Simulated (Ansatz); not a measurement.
```
CELL_PARAMETERS angstrom
0.00000 2.26900 2.26900
2.26900 0.00000 2.26900
2.26900 2.26900 0.00000
ATOMIC_POSITIONS crystal
B 0.00000 0.00000 0.00000
P 0.25000 0.25000 0.25000
```

```yaml
orbitals: PBE
datasets: hard PAW set made for 700 eV
k_mesh: 6×6×6
empty_bands: 231
response_cutoff: 180 eV
wave_cutoff: 700 eV
frequencies: plasmon pole, fitted at the program's default frequency
q_→_0_term: analytic weight of Carrier, Rohra and Görling
points_solved: Γ, L, X
band_sums: cut at the band count
```

Program: Ansatz. The Kohn-Sham gap (from Γ to X) is 1.34 eV and the electronic dielectric constant on this mesh 9.8.

Question: What G0W0 gap follows between the same band edges?

Answer: 1.98 eV, a change of +0.65 eV. The valence edge moves by -0.53 eV (Z = 0.79) and the conduction edge by +0.12 eV (Z = 0.81).

Band sums or response are cut, so the gap isn't at its basis limit. The gap is read among the points solved; the crystal's band edges can lie elsewhere.
